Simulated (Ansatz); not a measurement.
Piezoelectric tensor of Al3InSb4

Theory: DFT PBE, scalar-relativistic, plane waves, PAW in Ansatz 0.2.0. Cutoff 420 eV, 6×4×4 k-points (Γ-centred), fixed occupations. No spin polarisation.

Equilibrium structure at this level:
```yaml
crystal:
  lattice:
    - [4.47153, 0.00000, 0.00000]
    - [0.00000, 8.94013, 0.00000]
    - [0.00000, 0.00000, 6.31795]
  atoms:
    - { symbol: Al, position: [0.00000, 0.00000, 0.99956] }
    - { symbol: Al, position: [0.50000, 0.24333, 0.49998] }
    - { symbol: Al, position: [0.50000, 0.75667, 0.49998] }
    - { symbol: In, position: [0.00000, 0.50000, 0.99993] }
    - { symbol: Sb, position: [0.50000, 0.00000, 0.24304] }
    - { symbol: Sb, position: [0.00000, 0.23876, 0.74117] }
    - { symbol: Sb, position: [0.50000, 0.50000, 0.27516] }
    - { symbol: Sb, position: [0.00000, 0.76124, 0.74117] }
```

The cell was found from a structure generator's guess, not taken from experiment. Spin–orbit coupling is left out, which matters for heavy elements.

Problem. Give the relaxed-ion proper piezoelectric stress tensor e_iJ (C/m², Voigt columns xx yy zz yz xz xy).

Solution.
```
x    0.000  0.000  0.000  0.000 -0.171  0.000
y    0.000  0.000  0.000  0.151  0.000  0.000
z   -0.152  0.155 -0.002  0.000  0.000  0.000
```
Signs follow the orientation of the cell as given.

Problem. With the elastic constants (GPa, Voigt order)
```
86.0 18.5 33.6  0.0  0.0  0.0
18.5 86.1 33.7  0.0  0.0  0.0
33.6 33.7 70.3  0.0  0.0  0.0
 0.0  0.0  0.0 33.4  0.0  0.0
 0.0  0.0  0.0  0.0 33.4  0.0
 0.0  0.0  0.0  0.0  0.0 18.4
```
find the strain coefficients d = e·C⁻¹ (pC/N).

Solution.
```
x    0.0  0.0  0.0  0.0 -5.1  0.0
y    0.0  0.0  0.0  4.5  0.0  0.0
z   -2.2  2.3 -0.1  0.0  0.0  0.0
```
